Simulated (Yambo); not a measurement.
Quantum ESPRESSO input (PBEsol, PseudoDojo standard norm-conserving files, scalar-relativistic) whose wavefunctions are converted with p2y:

```
&CONTROL
  calculation = 'nscf'
  pseudo_dir = './pseudo'
  outdir = './out'
/
&SYSTEM
  ibrav = 0
  nat = 10
  ntyp = 4
  ecutwfc = 84.0
  ecutrho = 336.0
  occupations = 'fixed'
  force_symmorphic = .true.
  nbnd = 344
/
&ELECTRONS
  conv_thr = 1e-08
  diago_full_acc = .true.
  diago_thr_init = 1e-08
/
ATOMIC_SPECIES
F 18.9984 F.upf
K 39.0983 K.upf
Ga 69.7230 Ga.upf
Tl 204.3800 Tl.upf
CELL_PARAMETERS angstrom
  0.000000000000   4.473365000000   4.473365000000
  4.473365000000   0.000000000000   4.473365000000
  4.473365000000   4.473365000000   0.000000000000
ATOMIC_POSITIONS crystal
F   0.784590000000   0.215410000000   0.215410000000
F   0.215410000000   0.784590000000   0.784590000000
F   0.215410000000   0.784590000000   0.215410000000
F   0.784590000000   0.215410000000   0.784590000000
F   0.215410000000   0.215410000000   0.784590000000
F   0.784590000000   0.784590000000   0.215410000000
K   0.500000000000   0.500000000000   0.500000000000
Ga   0.000000000000   0.000000000000   0.000000000000
Tl   0.250000000000   0.250000000000   0.250000000000
Tl   0.750000000000   0.750000000000   0.750000000000
K_POINTS automatic
1 1 1 0 0 0
```

Yambo's initialisation report on symmetry, reciprocal space, the k grid and the gaps on this mesh:

```
  [02.02] Symmetries
  ==================

  Inversion symmetry    : yes
  Spatial inversion     : yes
  Inversion index       :  25
  K-space Time-reversal : no
  Magnetic symmetries   : no
  Group table correct   : yes
  Symmetries units      :  [cc]

  [02.03] Reciprocal space
  ========================

  nG shells         :   813
  nG charge         :  125445
  nG WFs            :  15665
  nC WFs            :  15665
  G-vecs. in first 80 shells:  [ Number ]
     1    9   15   27   51   59   65   89  113
    137   169   181   229   259   283   307   331   339
    387   411   459   531   537   561   609   645   701
    725   749   821   869   893   941   965  1037  1067
   1139  1211  1243  1291  1363  1411  1459  1471  1591
   1639  1687  1759  1807  1837  1893  1917  1989  2085
   2109  2133  2229  2277  2397  2421  2445  2565  2637
   2685  2733  2741  2837  2891  2975  3071  3119  3143
    3215   3287   3383   3479   3527   3647   3695   3719
  ...
  Shell energy in first 80 shells:  [ mHa ]
    0.00000      207.169      276.225      552.450      759.619      828.676      1104.90      1312.07      1381.13
    1657.35      1864.52      2209.80      2416.97      2486.03      2762.25      2969.42      3038.48      3314.70
    3521.87      3590.93      3867.15      4074.32      4419.60      4626.77      4695.83      4972.05      5179.22
    5248.28      5524.50      5731.67      5800.73      6076.95      6284.12      6629.41      6836.57      6905.63
    7181.86      7389.02      7458.08      7941.48      8010.53      8286.76      8493.93      8839.21      9046.38
    9115.43      9391.66      9598.83      9667.88      9944.11      10151.3      10220.3      10496.6      10703.7
    11049.0      11256.2      11325.2      11601.5      11808.6      11877.7      12153.9      12361.1      12430.1
    12706.4      12913.5      13258.8      13466.0      13535.0      13811.3      14018.4      14087.5      14363.7
    14570.9      14639.9      14916.2      15123.3      15468.6      15675.8      15744.8      16021.1
  ...

  [02.04] K-grid lattice
  ======================

  Compatible Grid is   : 0D
  K lattice UC volume  :  0.205310 [a.u.]

  IBZ K-points                                      :  1
  BZ  K-points                                      :  1

  K/Q-points units:
  rlu = crystal or reduced units; cc = cartesian coordinates; iku = interal k-units

  K [1]          [rlu]:  0.000000  0.000000  0.000000
         WF components:  15665

  [02.05] Energies & Occupations
  ==============================

  [X] === General ===
  [X] Electronic Temperature                        :  0.000000  0.000000 [eV K]
  [X] Bosonic    Temperature                        :  0.000000  0.000000 [eV K]
  [X] Finite Temperature mode                       : no
  [X] El. density                                   :  0.50270E+24 [cm-3]
  [X] Fermi Level                                   :  2.331000 [eV]

  [X] === Gaps and Widths ===
  [X] Conduction Band Min                           :  6.821983 [eV]
  [X] Valence Band Max                              :  0.000000 [eV]
  [X] Filled Bands                                  :   45
  [X] Empty Bands                                   :    46   344
  [X] Direct Gap                                    :  6.821983 [eV]
  [X] Direct Gap localized at k                     :  1
```
The gaps are PBEsol values on this mesh alone; only operations without fractional translations are kept.

Spin-orbit coupling is not included.

Geometry of the Materials Project entry, not relaxed at this level.
